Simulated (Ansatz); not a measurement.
MoSe2:
```cif
data_Mo2Se4
_chemical_formula_sum 'Mo2 Se4'
_space_group_name_H-M_alt 'P63/mmc'
_space_group_IT_number 194
_space_group_name_Hall '-P 6c 2c'
_cell_length_a 3.24820
_cell_length_b 3.24820
_cell_length_c 12.74192
_cell_angle_alpha 90.000
_cell_angle_beta 90.000
_cell_angle_gamma 120.000
loop_
_atom_site_label
_atom_site_type_symbol
_atom_site_symmetry_multiplicity
_atom_site_Wyckoff_symbol
_atom_site_fract_x
_atom_site_fract_y
_atom_site_fract_z
_atom_site_occupancy
Mo1 Mo 2 c 0.33333 0.66667 0.25000 1
Se1 Se 4 f 0.66667 0.33333 0.11993 1
```

Relaxed with LDA.

Problem. Decompose the optical modes at the zone centre into irreducible representations, and say which are infrared and Raman allowed.

Solution. Point group 6/mmm: Γ_opt = A1g + A2u + 2B1g + B2u + E1g + E1u + 2E2g + E2u. Infrared: A2u, E1u. Raman: A1g, E1g, E2g.

Problem. Assign frequencies (DFPT, LDA (plane waves, PAW; program Ansatz); without the LO–TO term).

Solution. E2g 29, B1g 45, E2u 169, E1g 171, B2u 243, A1g 246, E2g 289, E1u 289, A2u 353, B1g 357 cm⁻¹.

Subscripts of B labels follow the axes of the standard setting.

Space group P6_3/mmc. The cell was relaxed with LDA under the symmetry of its start; phonons on a q-mesh show no instability. The run is not spin-polarised. A crystal of weakly bound layers computed without a dispersion correction: the cell and the soft elastic constants depend strongly on that.

Potentials: the earlier of the program's two PAW sets.
